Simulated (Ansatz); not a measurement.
AlN:
```yaml
crystal:
  lattice:
    - [3.12976, 0.00000, 0.00000]
    - [-1.56488, 2.71045, 0.00000]
    - [0.00000, 0.00000, 5.01738]
  atoms:
    - { symbol: Al, position: [0.66667, 0.33333, 0.49924] }
    - { symbol: Al, position: [0.33333, 0.66667, 0.99924] }
    - { symbol: N, position: [0.66667, 0.33333, 0.88076] }
    - { symbol: N, position: [0.33333, 0.66667, 0.38076] }
```

Relaxed with PBE. Special points in fractions of this cell's reciprocal vectors: Γ (0.000, 0.000, 0.000); M (0.500, 0.000, 0.000); K (0.333, 0.333, 0.000); A (0.000, 0.000, 0.500); L (0.500, 0.000, 0.500); H (0.333, 0.333, 0.500).

Question: List the band energies nearest the valence-band maximum at these points for DFT-PBE in the program Ansatz with PAW potentials.

Answer: In eV from the valence-band maximum; about four levels below and three above (degenerate sets whole), none deeper than 8.9 eV; points with the same levels are listed once.

```tsv
k	below	above
Γ	-0.84 -0.84 -0.20 -0.20 0.00	4.04 6.52 10.46
M	-3.29 -2.05 -1.74 -0.68	5.76 5.77 8.03
K	-3.75 -3.75 -2.40 -2.34 -2.34	5.05 8.27 9.55 9.55
A	-0.53 -0.53 -0.53 -0.53	6.31 6.31 10.18 10.18
L	-1.44 -1.44 -1.34 -1.34	5.25 5.25 9.15 9.15
H	-3.78 -3.78 -0.79 -0.79	7.35 7.35 7.72 7.72
```

Space group P6_3mc (wurtzite). The PBE relaxation kept the symmetry of its start.

Potentials: the earlier of the program's two PAW sets.
